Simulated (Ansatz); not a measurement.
Computed scan of one atom of the cell: BaGaGeH (space group P3m1)

BaGaGeH (space group P3m1)

```
BaGaGeH
1.0
    4.30636     0.00000     0.00000
   -2.15318     3.72942     0.00000
    0.00000     0.00000     5.09325
Ba Ga Ge H
1 1 1 1
Cartesian
  0.00000   2.48628   5.09168
  0.00000   0.00000   2.78469
  2.15318   1.24314   2.27398
  0.00000   0.00000   4.51764
```

In this cell atom 3 (Ge, nearest neighbour Ga at 2.538 Å; its periodic images, 4.3 Å or more away, move with it) is moved by s along Cartesian x, unit vector (1.000, 0.000, 0.000); all other atoms and the cell stay fixed.

All values below come from PBEsol (plane waves to 420 eV, PAW, scalar-relativistic; Ansatz, a quantum-chemistry and plane-wave program). k mesh 7×7×5 (Γ-centred), Fermi-Dirac smearing 0.05 eV. The energy includes the smearing's −TS. Stress and pressure are positive under compression. As the smearing reaches across the gap at some points, energies and forces of such displacements shift with the k mesh and the smearing. F∥ is the force on the atom along that direction. F⊥ is the part of the force across the line. BaGaGeH was relaxed with its symmetry unable to fall. The zero of ΔE is the undisplaced structure.

| s (Å) | ΔE (meV/cell) | P (GPa) | F∥ (eV/Å) | |F⊥| (eV/Å) |
|---|---|---|---|---|
| -0.510 | 1122 | 5.2 | 4.746 | 2.127 |
| -0.408 | 699 | 3.3 | 3.580 | 1.273 |
| -0.306 | 386 | 1.8 | 2.583 | 0.678 |
| -0.204 | 170 | 0.8 | 1.677 | 0.288 |
| -0.102 | 42 | 0.2 | 0.827 | 0.069 |
| 0.000 | 0 | 0.0 | 0.000 | 0.003 |
| 0.102 | 42 | 0.2 | -0.827 | 0.069 |
| 0.204 | 170 | 0.8 | -1.677 | 0.288 |
| 0.306 | 386 | 1.8 | -2.583 | 0.678 |
| 0.408 | 699 | 3.3 | -3.580 | 1.273 |
| 0.510 | 1122 | 5.2 | -4.746 | 2.127 |

Derived quantities:

| Quantity | Result |
|---|---|
| Energy at s = 0.510 Å | 1122 meV/cell |
| Force along the line at s = -0.510 Å | 4.75 eV/Å |
| Symmetry of the curve | even: the same for both signs |
| Shape of the curve | a single well with its minimum at or next to zero displacement |
| Force constant k = d²E/ds² at s = 0 (finite differences) | 8.08 eV/Å² |
| Harmonic estimate at the end of the scan | ½ks² = 1050 meV/cell against the computed 1122 meV/cell, so the well is stiffer than harmonic there |

The 11 points together took very roughly 4 core-minutes.

(A displaced cell: forces are minus the slopes of the energy, force constants its curvatures, and phonons follow from these.)
